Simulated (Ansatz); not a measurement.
SiC (zinc blende)

```xyz
2
Lattice="0.0000 2.1783 2.1783 2.1783 0.0000 2.1783 2.1783 2.1783 0.0000" Properties=species:S:1:pos:R:3 pbc="T T T"
C      3.2675     3.2675     3.2675
Si     0.0000     0.0000     0.0000
```

The atoms are displaced by Q × the pattern below (from a DFPT mode at Γ, largest move 1; Q in Å), at fixed cell. It is one choice among 3 degenerate patterns.

```tsv
atom	x	y	z
C1	0.000	0.000	-1.000
Si2	0.000	0.000	0.428
```

Level of theory: r2SCAN (plane waves to 500 eV, PAW, scalar-relativistic; Ansatz, an electronic-structure program). k mesh 13×13×13 (Γ-centred), Fermi-Dirac smearing 0.05 eV. Energies are smeared free energies. SiC was relaxed with its symmetry unable to fall. The PAW data are Ansatz's earlier set. The zero of ΔE is the undisplaced structure.

| Q (Å) | ΔE (meV/cell) |
|---|---|
| -0.2800 | 1422 |
| -0.2333 | 1019 |
| -0.1867 | 669 |
| -0.1400 | 384 |
| -0.0933 | withheld |
| -0.0467 | 44 |
| 0.0000 | 0 |
| 0.0467 | 44 |
| 0.0933 | withheld |
| 0.1400 | 384 |
| 0.1867 | 669 |
| 0.2333 | 1019 |
| 0.2800 | 1422 |

Problem. Fit an even polynomial form (powers 2, 4) to the given rows and predict ΔE at Q = -0.0933.

Solution. Least squares on the 11 given rows: ΔE = (20050)·Q² + (-24430)·Q⁴, in meV/cell with Q in Å; root-mean-square residual 0.3 meV/cell. At -0.0933 the fit gives 173 meV/cell; the calculation gives 173 meV/cell, the same to the digits shown. The quadratic term alone would give 175 meV/cell.

(For displaced atoms, the force is minus the slope of the energy, and its curvature is a force constant, which sets phonon frequencies.)
